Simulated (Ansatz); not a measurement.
AlO2:
```cif
data_Al4O8
_chemical_formula_sum 'Al4 O8'
_space_group_name_H-M_alt 'P 1'
_space_group_IT_number 1
_cell_length_a 9.31381
_cell_length_b 2.88771
_cell_length_c 4.73433
_cell_angle_alpha 90.000
_cell_angle_beta 90.000
_cell_angle_gamma 90.000
loop_
_space_group_symop_operation_xyz
  'x, y, z'
loop_
_atom_site_label
_atom_site_type_symbol
_atom_site_fract_x
_atom_site_fract_y
_atom_site_fract_z
_atom_site_occupancy
Al1 Al 0.66302 0.25000 0.54946 1
Al2 Al 0.33698 0.75000 0.45054 1
Al3 Al 0.83698 0.75000 0.04946 1
Al4 Al 0.16302 0.25000 0.95054 1
O1 O 0.53141 0.75000 0.34592 1
O2 O 0.46859 0.25000 0.65408 1
O3 O 0.96859 0.25000 0.84592 1
O4 O 0.03141 0.75000 0.15408 1
O5 O 0.22684 0.75000 0.76055 1
O6 O 0.77316 0.25000 0.23945 1
O7 O 0.27316 0.25000 0.26055 1
O8 O 0.72684 0.75000 0.73945 1
```
The run is spin-polarised; directions of the spins, atom by atom: 0 0 0 0 ↑ ↑ ↑ ↑ 0 0 0 0.

This is the r²SCAN-relaxed structure.

Problem. All from r²SCAN in the plane-wave PAW code Ansatz, unless another level is named. Give the formation energy from the elements (no fitted shifts).

Solution. -2.35 eV/atom.

Problem. And the electron effective mass?

Solution. 1.0, 1.1, 2.1 mₑ (principal values).

Problem. And the valence-band maximum?

Solution. at Γ.

Space group Pnma. The workflow started from a Materials Project entry (that database holds measured and hypothetical structures alike); the Crystallography Open Database copy checked does not list it. Its standing as an ambient phase is unchecked. The cell was relaxed with r²SCAN under the symmetry of its start; whether a distortion lowers the energy is not shown. The final state is ferromagnetic, chosen from 4 collinear starts compared on coarse meshes (ties went to the first, and starts can fall back to one state), not a proven ground state. Other orbital occupations within this spin state were not tried. No Hubbard U is applied. The references are the lowest solids computed at this level, not always the standard phases (solids in place of the gases).

Potentials: the later of the program's two PAW sets.

Edges and masses are those of Kohn–Sham bands, whose gap is no quasiparticle gap.
